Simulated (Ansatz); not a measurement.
SnO2: clamped-ion strain scan

The calculation used Ansatz, DFT LDA, scalar-relativistic, plane waves, PAW. Settings: plane waves to 420 eV, k-mesh 10×10×10 (Γ-centred), Gaussian smearing 0.05 eV. No spin polarisation. Energies are free energies at this smearing, counted from the undisturbed cell; pressure is positive in compression.

Zero of the scan (relaxed at this level; this form isn't the usual structure):

```
Sn O
1.0
    -1.98611    1.98611    5.09017
     1.98611   -1.98611    5.09017
     1.98611    1.98611   -5.09017
Sn O
2 4
Direct
  0.75000 0.25000 0.50000
  0.00000 0.00000 0.00000
  0.79700 0.79700 0.00000
  0.95300 0.45300 0.50000
  0.20300 0.20300 0.00000
  0.54700 0.04700 0.50000
```

The cell is strained by ε times the Voigt pattern (0, 1, 0, 0, 0, 0) (xx, yy, zz, yz, xz, xy; engineering shear) with fractional coordinates fixed.

```csv
ε,ΔE (meV/atom),"stress summed along the pattern (GPa, tension positive)",gap on the mesh (eV)
-0.1000,226.5,-64.43,2.68
-0.0750,116.1,-42.17,2.49
-0.0500,47.1,-24.58,2.24
-0.0250,10.8,-10.76,1.97
0.0000,0.0,0.02,1.73
0.0250,9.1,8.33,1.52
0.0500,33.4,14.64,1.33
0.0750,69.1,19.33,1.14
0.0875,90.3,21.18,1.02
0.1000,113.2,22.74,0.91
```